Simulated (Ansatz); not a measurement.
# Ag: strain energy, fitted

Ag, Fm-3m, a = 4.104 Å. Ansatz: r2SCAN, PAW, 500 eV, Γ-centred 18×18×12 mesh on 2 atoms, Gaussian smearing 0.10 eV; no spin polarisation. Series: equal strain along all axes, cell held, atoms fixed by symmetry; x is the strain in per cent. y is the free energy over the unstrained cell, V0 = 17.285 Å³/atom.

| x (%) | y (meV/atom) |
| --- | --- |
| -4.5 | 126.93 |
| -3.0 | 52.54 |
| -1.5 | 12.31 |
| 0.0 | 0.00 |
| 1.5 | 10.37 |
| 3.0 | 38.99 |
| 4.5 | ? |

Task: Fit y = c2 x² + c3 x³ to the other rows, turn c2 into a modulus, and predict the missing energy.

Result: Least squares on the rows shown. y = 5.0967 x² − 0.25899 x³. In eV per unit strain² c2 is 50.97; the stiffness is B for this strain (E = 9/2 B V0 ε², shape held): 2 × 50.97 × 160.2 / (9 × 17.285) = 105 GPa. At x = 4.5 the fit asked for gives 79.61 meV/atom. The run gave 82.14 meV/atom, so the fit is 2.53 meV/atom too low, 2 % of the span of the series, against an rms of 0.19 meV/atom on the fitted rows. The row lies outside the fitted range. With a term in x⁴ added, a fit to the same known rows predicts 81.14 meV/atom, so most of the miss is curvature that the known rows already hold.

Cost: 7 runs of about 6.5 core-minutes in all, on Intel Xeon Processor @ 2.50GHz (Skylake/Cascade Lake) (shared hosts).